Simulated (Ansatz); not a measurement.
A relaxed structure of SiC. All values below come from PBEsol (plane waves to 420 eV, PAW, scalar-relativistic; Ansatz, a first-principles code).

```cif
data_C6Si6
_chemical_formula_sum 'Si6 C6'
_space_group_name_H-M_alt 'P 1'
_space_group_IT_number 1
_cell_length_a 3.07890
_cell_length_b 3.07890
_cell_length_c 15.10688
_cell_angle_alpha 90.000
_cell_angle_beta 90.000
_cell_angle_gamma 120.000
loop_
_space_group_symop_operation_xyz
  'x, y, z'
loop_
_atom_site_label
_atom_site_type_symbol
_atom_site_fract_x
_atom_site_fract_y
_atom_site_fract_z
_atom_site_occupancy
Si1 Si 0.00000 0.00000 0.99982 1
Si2 Si 0.00000 0.00000 0.49982 1
Si3 Si 0.66667 0.33333 0.83310 1
Si4 Si 0.33333 0.66667 0.33310 1
Si5 Si 0.66667 0.33333 0.16660 1
Si6 Si 0.33333 0.66667 0.66660 1
C1 C 0.00000 0.00000 0.87447 1
C2 C 0.00000 0.00000 0.37447 1
C3 C 0.66667 0.33333 0.70810 1
C4 C 0.33333 0.66667 0.20810 1
C5 C 0.66667 0.33333 0.04161 1
C6 C 0.33333 0.66667 0.54161 1
```

**Question.** Find the space group and the Wyckoff positions (tolerance 0.01 Å).

**Answer.** Space group P6₃mc (No. 186); a = b = 3.0789 Å, c = 15.1069 Å, α = β = 90.00°, γ = 120.00°

| atom | site | symmetry | x | y | z |
|---|---|---|---|---|---|
| Si | 2a | 3m. | 0.0000 | 0.0000 | 0.4998 |
| Si | 2b | 3m. | 0.3333 | 0.6667 | 0.3331 |
| Si | 2b | 3m. | 0.6667 | 0.3333 | 0.1666 |
| C | 2a | 3m. | 0.0000 | 0.0000 | 0.3745 |
| C | 2b | 3m. | 0.3333 | 0.6667 | 0.2081 |
| C | 2b | 3m. | 0.6667 | 0.3333 | 0.0416 |

This is the AFLOW prototype AB_hP12_186_a2b_a2b (B6, as in SiC).

**Question.** Give the shortest distances between elements (the closest pairs, up to four, under 3.6 Å).

**Answer.** C–Si 1.88 Å; C–C 3.08 Å; Si–Si 3.08 Å.

The volume per atom is 10.34 Å³ and the band gap is 1.92 eV, indirect (valence top at Γ, conduction bottom at M) (no spin-orbit coupling). The smallest direct gap is 3.03 eV at M.

No spin polarisation in the result.

The run could not lose the symmetry of its start.

The first start was generated by placing the elements on the sites of a structure type. A measured structure of SiC has the same space group, P6₃mc (No. 186); the sites were not compared with it.
